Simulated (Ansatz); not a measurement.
Notes on Sr$_{3}$Al$_{2}$Sb$_{2}$

```
Sb Al Sr
1.0
     0.00000    0.00000    5.01645
     4.53043    0.00000    0.00000
     2.26521   10.04254   -2.50822
Sb Al Sr
2 2 3
Direct
  0.35840 0.64160 0.71680
  0.64160 0.35840 0.28320
  0.43510 0.06490 0.87020
  0.56490 0.93510 0.12980
  0.00000 0.50000 0.00000
  0.18320 0.81680 0.36640
  0.81680 0.18320 0.63360
```

Level: r2SCAN, no spin polarisation; 500 eV; 7×7×7 Γ-centred mesh; fermi-dirac occupations (width 0.1 eV); Ansatz 0.2.0, fixed geometry.

(1) What does the stress say?

(2) Which atom feels the largest force, and which way?

(3) How is the charge shared?

(4) What is the formation energy?

(5) What happens at the Fermi level?

Origin: a known structure type with other elements, at an estimated volume, so it need not be a known compound.

Answers

(1) The pressure is -1.4 GPa (compression positive), so with the atoms held at these fractions the cell would first shrink.

(2) The largest is on Al3 (and as large on other atoms): 0.47 eV/Å, components (0.00, 0.47, 0.00). It makes 0° with the line to a nearest neighbour, Al4 at 2.61 Å, pointing towards it.

(3) Bader charges in e: Sr +1.32 to +1.35, Al +0.06, Sb -2.05. In the mean Sr gives up most and Sb takes most.

(4) -0.69 eV an atom against the elements' usual phases (free molecules for gases, crystals otherwise, with no correction for O₂ or N₂), so it is bound against them; other compounds may still compete. Relaxing would lower it.

(5) It is a metal, with about 4.7 states/eV a cell as the mean within 0.25 eV of the Fermi level.
